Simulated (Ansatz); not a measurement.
## Is this RbBaSr structure a true minimum?

It was reached by relaxing an invented guess, and it needn't be the stable form of this composition.

All numbers below come from DFT PBE, scalar-relativistic, plane waves, PAW in Ansatz 0.2.0. Plane waves to 420 eV, a k mesh through Γ of 12×12×1 on the computed 3-atom cell and Gaussian smearing (0.10 eV); no spin polarisation.

The cell below (3 atoms, layer group p3m1 (No. 69)) is relaxed within its symmetry. The sheet is periodic along a and b; c holds vacuum.

```xyz
3
Lattice="4.4693 0.0000 0.0000 -2.2347 3.8706 0.0000 0.0000 0.0000 39.4927" Properties=species:S:1:pos:R:3 pbc="T T F"
Rb    0.0000    0.0000   10.0951
Ba    2.2347    1.2902    6.0819
Sr    0.0000    2.5804   13.9430
```

For the test a repeat of it with 6 atoms (edges 8.94, 4.47 Å) was strained at random (σ = 1.5 % a component), the atoms were moved at random (σ = 0.05 Å), and all was relaxed again on a coarse 6×6×1 mesh (in the run’s order of axes) with 0.20 eV smearing, with no symmetry imposed.

**Question.** Is the structure stable against such a distortion?

**Answer.** It returns, within 1 meV/atom of the unmoved cell on that mesh and with the same symmetry when read at 0.1 Å (P1 at 0.01 Å, so small strains and shifts remain). No instability shows in this cell; modes of other wave vectors, which need another repeat, aren't tested.
